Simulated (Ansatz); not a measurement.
**SiO2: how much do the potentials matter?**

SiO2 in the rutile structure, in a typed cell, not relaxed.

```
Si O
1.0
     4.23000    0.00000    0.00000
     0.00000    4.23000    0.00000
     0.00000    0.00000    2.69000
Si O
2 4
Cartesian
  0.0000 0.0000 0.0000
  2.1150 2.1150 1.3450
  1.2986 1.2986 0.0000
  2.9314 2.9314 0.0000
  3.4136 0.8164 1.3450
  0.8164 3.4136 1.3450
```

Settings of the Ansatz calculation: PBE; k mesh 4×4×6; fixed occupations; no spin. Phonons (linear response) are harmonic and in cm⁻¹; i marks an unstable mode. Zone-centre lists hold the optical modes without the non-analytic term.

Caveats: coarse k mesh; the program warns that the mesh is coarse for the field response.

The reference is the run on all-electron PAW datasets (no frozen core) at 740 eV and 8.02 Å³ an atom: top Γ mode (cm⁻¹) 907; lowest Γ mode (cm⁻¹) 221; mean ε∞ 3.51; mean Born charge of Si (e) 3.94.

The same calculation was made on Ansatz generated PAW, Ansatz hand-made PAW, JTH PAW, PseudoDojo norm-conserving, GBRV ultrasoft, Ansatz norm-conserving. How far do the results move?


```
                potentials  cutoff (eV)  top Γ mode (cm⁻¹)  lowest Γ mode (cm⁻¹)  mean ε∞  mean Born charge of Si (e)
      Ansatz generated PAW          420                909                   221     3.48                        3.93
      Ansatz hand-made PAW          930                907                   221     3.48                        3.92
                   JTH PAW         1380                900                   227     3.47                        3.91
PseudoDojo norm-conserving         1143                908                   224     3.43                        3.90
            GBRV ultrasoft          544                910                   220     3.47                        3.94
    Ansatz norm-conserving         1240                909                   222     3.44                        3.90
```

The largest move among the frequencies in the table is 8.0 cm⁻¹, in the top Γ mode on JTH PAW. Over all modes computed it is 11 cm⁻¹, on JTH PAW.
